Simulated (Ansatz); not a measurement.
ZnO:
```
CELL_PARAMETERS angstrom
      5.65744     0.00000     0.00000
      0.00000     5.65744     0.00000
      0.00000     0.00000     5.65744
ATOMIC_POSITIONS crystal
  Zn 0.25000 0.00000 0.50000
  Zn 0.75000 0.00000 0.50000
  Zn 0.50000 0.25000 0.00000
  Zn 0.50000 0.75000 0.00000
  Zn 0.00000 0.50000 0.25000
  Zn 0.00000 0.50000 0.75000
  O  0.75000 0.50000 0.00000
  O  0.25000 0.50000 0.00000
  O  0.00000 0.75000 0.50000
  O  0.00000 0.25000 0.50000
  O  0.50000 0.00000 0.75000
  O  0.50000 0.00000 0.25000
```

Relaxed with PBE. Special points in fractions of this cell's reciprocal vectors: Γ (0.000, 0.000, 0.000); X (0.000, 0.500, 0.000); M (0.500, 0.500, 0.000); R (0.500, 0.500, 0.500).

Question: List the band energies nearest the valence-band maximum at these points for plane-wave PAW PBE (Ansatz code).

Answer: In eV from the valence-band maximum; about four levels below and three above (degenerate sets whole), none deeper than 8.9 eV; points with the same levels are listed once.

```tsv
k	below	above
Γ	-1.36 -1.36 -1.36 0.00 0.00 0.00	1.05 6.22 6.22
X	-0.61 -0.61 -0.19 -0.19	3.25 3.25 6.03 6.03
M	-0.79 -0.79 -0.76 -0.76 -0.25	4.06 4.23 4.93 4.93
R	-0.96 -0.96 -0.96 -0.96	5.54 5.54 5.54 5.54 5.54 5.54
```

Space group Pm-3n. The start of the workflow was typed in or built on a structure type; neither database checked (COD, Materials Project) lists it. It is not the phase usual at ambient conditions (space group No. 186). Symmetry was held in the PBE relaxation; its stability against distortions is not shown here.

Potentials: the earlier of the program's two PAW sets.
